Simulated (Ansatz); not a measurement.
Starting cell, InP (zinc blende):

```xyz
4
Lattice="0.0000 5.9595 5.9595 2.9798 0.0000 2.9798 2.9798 2.9798 0.0000" Properties=species:S:1:pos:R:3 pbc="T T T"
P      4.4696     4.4696     4.4696
P      4.4696     7.4494     7.4494
In     0.0000     0.0000     0.0000
In     2.9798     5.9595     2.9798
```

A phonon eigenvector at L = (0.5, 0.0, 0.0) is frozen into this cell: atom i moves by Q times the vector below, so Q is the largest atomic displacement, in Å. The cell is held. It is one choice among 2 degenerate patterns. (q is in reciprocal vectors of the primitive cell; the cell shown is doubled to hold the pattern.)

```json
[
 {"atom": "P1", "x": "-0.285", "y": "0.520", "z": "-0.805"},
 {"atom": "P2", "x": "0.285", "y": "-0.520", "z": "0.805"},
 {"atom": "In3", "x": "-0.067", "y": "0.122", "z": "-0.188"},
 {"atom": "In4", "x": "0.067", "y": "-0.122", "z": "0.188"}
]
```

These are PBE (plane waves to 420 eV, PAW, scalar-relativistic; Ansatz, a quantum-chemistry and plane-wave program) values and carry that method's errors. k mesh 5×10×10 (Γ-centred), Fermi-Dirac smearing 0.05 eV. InP was relaxed with its symmetry unable to fall. 

```tsv
Q (Å)	−dE/dQ from forces (eV/Å)
-0.280	6.960
-0.233	5.664
-0.187	4.447
-0.140	3.289
-0.093	2.171
-0.047	1.080
0.000	0.000
0.047	-1.080
0.093	-2.171
0.140	-3.289
0.187	-4.447
0.233	-5.664
0.280	-6.960
```

Question: What harmonic wavenumber does the curvature at Q = 0 give?

Answer: 290 cm⁻¹. E″ = 23.09 eV/Å², M = Σ mᵢ|uᵢ|² = 74.5 u, ν̃ = 521.5·√(|E″|/M).

(A displaced cell: forces are minus the slopes of the energy, force constants its curvatures, and phonons follow from these.)
